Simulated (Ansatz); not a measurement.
Relaxed-ion elastic tensor of In₂Au (fluorite or antifluorite type, Fm-3m) in GPa (Voigt order), DFT-LDA in the program Ansatz with PAW potentials; density 10.49 g/cm³, 22.51 Å³ per atom.

|  | 1 | 2 | 3 | 4 | 5 | 6 |
|---|---|---|---|---|---|---|
| 1 | 103 | 65.0 | 65.0 | 0.0 | 0.0 | 0.0 |
| 2 | 65.0 | 103 | 65.0 | 0.0 | 0.0 | 0.0 |
| 3 | 65.0 | 65.0 | 103 | 0.0 | 0.0 | 0.0 |
| 4 | 0.0 | 0.0 | 0.0 | 27.2 | 0.0 | 0.0 |
| 5 | 0.0 | 0.0 | 0.0 | 0.0 | 27.2 | 0.0 |
| 6 | 0.0 | 0.0 | 0.0 | 0.0 | 0.0 | 27.2 |

Q: Is the crystal mechanically stable?

A: Yes: the smallest eigenvalue of C is 27.2 GPa.

Q: Work out the Voigt, Reuss and Hill averages.

A: K_V = 77.5, K_R = 77.5, K_H = 77.5; G_V = 23.9, G_R = 23.1, G_H = 23.5 GPa.

Q: Give Young's modulus, Poisson's ratio, Pugh's ratio and the universal anisotropy index.

A: E = 9KG/(3K + G) = 64.0 GPa; ν = 0.36; K/G = 3.30 (ductile by the Pugh limit of 1.75); A_U = 5G_V/G_R + K_V/K_R − 6 = 0.16.

Q: Estimate the sound speeds and the Debye temperature.

A: v_l = √((K + 4G/3)/ρ) = 3220 m/s, v_t = √(G/ρ) = 1500 m/s, mean 1680 m/s; Θ = (h/k)(3n/4πV)^(1/3) v_m = 178 K.

Q: Give the Zener ratio and Young's modulus along [100], [110] and [111].

A: A = 2C44/(C11 − C12) = 1.44; 1/E = S11 − 2(S11 − S12 − S44/2)Γ with Γ = 0, 1/4, 1/3 gives 52.3, 66.4, 73.0 GPa.

The first step of the workflow began from a Materials Project structure, measured or hypothetical; the Crystallography Open Database files this formula in space group No. 225, but the cells were not matched. Whether it is the stable phase at ambient conditions was not checked. Symmetry was held in the LDA relaxation; of distortions, only those at the zone centre were tested. As this level gives no gap, shear constants depend on the k-mesh and smearing (Fermi–Dirac, 0.1 eV here). Scalar-relativistic: spin–orbit coupling is off unless named, which matters more the heavier the elements.

Potentials: the later of the program's two PAW sets.
